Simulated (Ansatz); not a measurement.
FeGe$_{2}$ (MoSi2 or CaC2 type, I4/mmm) under volume change, plane-wave PAW PBE (Ansatz code), shape and atoms relaxed at each volume.

```
V (Å³/atom)  E − E(relaxed) (meV/atom)  P (GPa)
-----------  -------------------------  -------
13.369                             [?]      [?]
13.810                             [?]      [?]
14.251                             4.7     3.49
14.691                             0.0     0.01
15.132                             4.1    -2.92
15.573                            15.6    -5.38
16.014                            33.4    -7.49
```

**Question.** Some entries are withheld; supply them.

**Answer.** 
- 13.369, E − E(relaxed) (meV/atom): 46.6
- 13.369, P (GPa): 12.21
- 13.810, E − E(relaxed) (meV/atom): 19.7
- 13.810, P (GPa): 7.51

**Question.** What does a third-order Birch–Murnaghan fit give for V₀, B₀ and B′?

**Answer.** V₀ = 14.70 Å³/atom, B₀ = 105 GPa, B′ = 4.3.

A made-up cell: these elements were put on the sites of a structure type; neither database checked (COD, Materials Project) lists it. Its standing as an ambient phase is unchecked. The cell was relaxed with PBE under the symmetry of its start; its stability against distortions is not shown here. Spin order of the final state: ferromagnetic, chosen from 4 collinear starts compared on coarse meshes (ties went to the first, and starts can fall back to one state), not a proven ground state.

Potentials: the later of the program's two PAW sets.
